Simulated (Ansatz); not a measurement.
BaC2 in space group R-3m (No. 166; Ba on 3a, C on 6c) at seven volumes, plane-wave PAW PBEsol (Ansatz code), shape and atoms relaxed at each. One row is withheld.

```csv
V (Å³/atom),P (GPa)
16.659,6.12
17.208,3.74
17.757,1.71
18.306,0.00
18.855,-1.46
19.404,-2.71
19.954,?
```

Q: Fit the shown pressures and predict the withheld one.

A: P = (3/2)B₀(x^(7/2) − x^(5/2))[1 + (3/4)(B′ − 4)(x − 1)] with x = (V₀/V)^(2/3). Least squares on the six rows gives V₀ = 18.305 Å³/atom, B₀ = 52.8 GPa, B′ = 4.39. At V = 19.954, x = 0.9441 and P = -3.77 GPa. The run itself gave -3.76 GPa.

The workflow started from a Materials Project entry (that database holds measured and hypothetical structures alike); the Crystallography Open Database copy checked does not list it. Its standing as an ambient phase is unchecked. The cell was relaxed with PBEsol under the symmetry of its start; phonons on a q-mesh show no instability. Its formation energy is positive at this level, so the cell may be metastable or incomplete. Spin–orbit coupling is left out wherever it is not named.

Potentials: the later of the program's two PAW sets.
